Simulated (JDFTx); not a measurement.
Al(110) slab cut from bulk Al (space group Fm-3m, indices of the conventional cell, lattice of the Materials Project entry mp-134, not re-optimised): 8 atoms in 4 planes, a (2×1) cell of 23.07 Å² (|a| = 8.078, |b| = 2.856 Å), 4.2 Å between the outermost planes, cell height 23.3 Å, 4×8×1 k mesh, Fermi smearing 0.01 Ha, no spin polarisation.

Adsorbate: H on both faces at 0.50 monolayer, started ontop and relaxed in vacuum, keeping the symmetry of the start.

Method: PBE, GBRV ultrasoft potentials, plane waves to 20/100 Ha, in a modified build of JDFTx. The adsorption energy per H is [E(slab + 2 H) − E(slab)]/2 − (½ E(H2)), with the gas molecules relaxed at the same level and slab energies taken as (E + F)/2, the usual estimate of zero smearing. In reaction energies these potentials put H₂ about 0.03 eV too high against large-basis PBE. Energies are static: no zero-point or thermal terms. Both faces are alike, and the cell allows no reconstruction beyond its size.

Problem. Predict the adsorption energy and the geometry, and the change of the work function.

Solution. 0.10 eV. H sits 1.61 Å above the highest substrate atom, bound to 1 Al at 1.61 Å. The work function goes from 4.20 to 4.78 eV. In CANDLE, water, 1 M KF, at zero charge, the adsorption energy is 0.07 eV and the potential of zero charge moves from -0.57 to -0.12 V vs SHE (4.44 V convention).
